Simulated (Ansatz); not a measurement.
## HfH$_{2}$, one cell by several methods

```
Hf H
1.0
    -1.73071    1.73071    2.14480
     1.73071   -1.73071    2.14480
     1.73071    1.73071   -2.14480
Hf H
1 2
Direct
  0.00000 0.00000 0.00000
  0.25000 0.75000 0.50000
  0.75000 0.25000 0.50000
```

Atom numbers follow the list: Hf1, H2, H3.

Conventional cell: a = 3.461 Å, b = 3.461 Å, c = 4.290 Å, α = 90.00°, β = 90.00°, γ = 90.00°. Hf (atom 1) is surrounded by 8 H at 2.04 Å. H (atom 2) is surrounded by 4 Hf at 2.04 Å and 2 H at 2.14 Å.

Structure from Materials Project entry mp-27731 (possibly hypothetical), not relaxed further.

No spin–orbit coupling, which matters for the heavy atoms here.

Levels of theory: DFT, LDA, PAW with Ansatz's default frozen-core files, scalar-relativistic (Ansatz 0.2.0); DFT, LDA, all-electron PAW with datasets made for the crystal, scalar-relativistic (Ansatz 0.2.0); DFT, LDA, all-electron LAPW, scalar-relativistic (Ansatz 0.2.0).

For PAW: a Γ-centred 15×15×15 k mesh, Fermi–Dirac smearing of 0.03 eV, cutoff 420 eV, no spin polarisation; the PAW files were made with PBE, and the program remakes their frozen cores for this functional. The crystal-made all-electron datasets (AE datasets) take a cutoff of 420 eV at this cell. LAPW targets a basis error of 0.5 meV/atom. The Ansatz runs share mesh, smearing and spin set-up. Plane-wave (PAW) pressures include the program's estimate of the Pulay term.

Stress and pressure are positive in compression.

Spin–orbit coupling is left out, which moves gradients at and beside heavy atoms by some per cent and at worst by a factor of two.

In a metal, gradients converge slowly with the k mesh: the values move by tens of per cent from one mesh to another, at times in sign, so only the comparison on one mesh counts.

Levels count from the Fermi level.

```tsv
quantity	PAW	AE datasets	LAPW
pressure (GPa)	-4.94	-4.91	-4.91
stress xx (GPa)	-4.73	-4.70	-4.70
stress zz (GPa)	-5.35	-5.33	-5.32
highest filled level at S (eV)	-3.421	-3.423	-3.423
lowest empty level at S (eV)	2.860	2.861	2.861
highest filled level at Γ (eV)	-0.530	-0.530	-0.530
lowest empty level at Γ (eV)	0.330	0.330	0.330
field gradient Vzz at Hf1 (10²¹ V/m²)	-3.55	-3.79	–
```

PAW's pressure differs from the LAPW value by -0.03 GPa.
